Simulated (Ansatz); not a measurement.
Below is a relaxed structure of Bi4Te3. The cell was found from a structure generator's guess, not taken from experiment.

Method: DFT PBE, scalar-relativistic, plane waves, PAW in Ansatz. Cutoff 420 eV, Γ-centred mesh, Gaussian smearing, no spin polarisation.

```
Bi Te
1.0
     8.99164    0.00000    0.00000
    -4.49582    7.78699    0.00000
     0.00000    0.00000    3.28781
Bi Te
4 3
Direct
  0.54040 0.45960 0.50000
  0.54040 0.08080 0.50000
  0.91920 0.45960 0.50000
  0.33333 0.66667 0.00000
  0.12047 0.87953 0.50000
  0.12047 0.24094 0.50000
  0.75906 0.87953 0.50000
```

Energies over the elements count from the elements' standard structures at the same level, with no fitted energy shifts.

Problem. Find its symmetry and describe it.

Solution. P-6m2 (No. 187). Conventional cell: a = 8.992 Å, c = 3.288 Å. Bi on a site of symmetry mm2 has 2 Te at 3.27 Å, 4 Bi at 3.29–3.41 Å and 2 Bi at 3.62 Å; Bi on a site of symmetry -6m2 has 2 Bi at 3.29 Å, 6 Bi at 3.62 Å and 6 Te at 3.70 Å; Te is surrounded by 4 Te at 3.25–3.29 Å, 2 Bi at 3.27 Å and 2 Bi at 3.70 Å.

Problem. What is its formation energy per atom?

Solution. +0.13 eV/atom. The separate elements lie lower, so it is unstable against them.

Problem. Is it a metal?

Solution. Yes, bands cross the Fermi level on the 6×6×12 mesh.

The last run used a 6×6×12 mesh (in the run's order of axes) for its 7-atom cell and Gaussian smearing of 0.10 eV. Spin–orbit coupling, which can matter for Bi and Te, is left out. The reference form of Te is held partly by dispersion forces, which this level lacks. Symmetry constrained the relaxation, so the result can be a saddle point.
